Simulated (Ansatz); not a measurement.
**Two states of Ti₂SiHgS₄**

```
S Si Hg Ti
1.0
     0.00000    5.44065    0.00000
     5.44065    0.00000    0.00000
     2.72033    2.72033   -5.22634
S Si Hg Ti
4 1 1 2
Direct
  0.40000 0.40000 0.73580
  0.60000 0.13580 0.26420
  0.86420 0.86420 0.73580
  0.13580 0.60000 0.26420
  0.50000 0.50000 0.00000
  0.00000 0.00000 0.00000
  0.75000 0.25000 0.50000
  0.25000 0.75000 0.50000
```

The numbers come from plane-wave PAW DFT (Ansatz): r2SCAN, 500 eV, 5×5×5 Γ-centred k points, tetrahedron occupations. Nothing was relaxed.

State A: Ti7 up, Ti8 up (collinear spin). State B: Ti7 up, Ti8 down (collinear spin).

Q: Compare the two self-consistent states.

A: State A is lower by 3.7 meV an atom at zero smearing. So small a gap isn't resolved on this mesh where a state is a metal.

```csv
state,free energy (meV/atom),largest moment in a small sphere (μB),net moment (μB/cell),gap on mesh (eV),pressure (GPa),largest force (eV/Å)
A,0.0,0.94,3.00,metal,11.7,1.00
B,3.7,0.67,0.00,metal,11.2,1.07
```

Origin: a known structure type with other elements, at an estimated volume, so it need not be a known compound. Caveats: empty levels are not fully converged; atoms or cell far from equilibrium; forces and stress under tetrahedra may miss the slope of the energy.
